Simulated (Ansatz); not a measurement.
Start of a relaxation of Si₃As:

```
Si As
1.0
    -2.01303    2.01303    3.99639
     2.01303   -2.01303    3.99639
     2.01303    2.01303   -3.99639
Si As
3 1
Cartesian
  0.0000 2.0130 1.9982
  2.0130 0.0000 1.9982
  0.0000 0.0000 3.9964
  0.0000 0.0000 0.0000
```

These are results of DFT PBE, scalar-relativistic, plane waves, PAW in Ansatz 0.2.0, not measurements. Cutoff 420 eV, Gaussian smearing, Γ-centred meshes. Cell and atoms relax on a converged mesh. In metals the finer mesh still leaves noise of several meV/atom or more. The steps can't lower the symmetry of their start. No spin polarisation.

A guess keeps its type if space group and coordination stay and the shape of the cell changes little (axis ratios within about 15 %, angles within 6°); the volume may change.

Q: Does it keep its structure type, or change into something else?

A: It keeps its type. The symmetry stays I4/mmm (No. 139). The end has the TiAl3 (D0_22) type. The volume per atom stays near 16.2 Å³. The shortest distance goes from 2.84 Å (Si–As and Si–Si) to 2.83 Å (Si–As and Si–Si). The ratio c/a of the conventional cell changes by a factor of 1.00. Counting neighbours within 15 % of an atom's shortest distance, the start has As 12, Si 12 and the end As 12, Si 12.

Formation energies are uncorrected and refer to the elements' standard structures at the same level.

Q: At what energy does it end?

A: +0.60 eV/atom. A positive value: parting into the elements would lower its energy.

The last run used a 16×16×16 mesh for its 4-atom cell and Gaussian smearing of 0.10 eV. An odd number of electrons in the primitive cell allows no gap without spin; a larger cell or a magnetic state could open one. The cell is a metal run without spin; a magnetic state may lie lower. The reference form of As is held partly by dispersion forces, which this level lacks. Symmetry constrained the relaxation, so the result can be a saddle point. Another cell of Si3As relaxed alike, in Pmmn, lies 0.31 eV/atom lower, so this cell isn't the stable form at this level.
